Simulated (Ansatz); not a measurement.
Values for one crystal, relaxed and computed with HSE06 in the plane-wave PAW code Ansatz; other levels are named.

```yaml
volume_per_atom: 5.82 Å³
band_gap: 6.59 eV (indirect)
Bulk modulus (Birch–Murnaghan fit): 404 GPa
conduction_band_minimum: at M (3 equivalent valleys)
smallest_direct_gap_on_the_standard_path: 8.78 eV
valence_band_maximum: at Γ
Pressure derivative B′: 3.6
```

Pick the material that matches.
A) AlN, rock salt
B) BP, wurtzite
C) SrHfN2, R-3m (Sr on 3a, Hf on 3b, N on 6c)
D) BN, P6_3mc (Pearson symbol hP12)

D, BN, P6_3mc (Pearson symbol hP12)

The cell is a constructed one: a structure type filled with these elements. Its sites differ from those of the usual phase in this space group: another stacking or structure type. The HSE06 relaxation kept the symmetry of its start; its stability against distortions is not shown here. The hybrid was solved on a coarse mesh, the path and, where they were found, the r²SCAN edge points; its band edges are the extreme levels among these.

Potentials: the later of the program's two PAW sets.
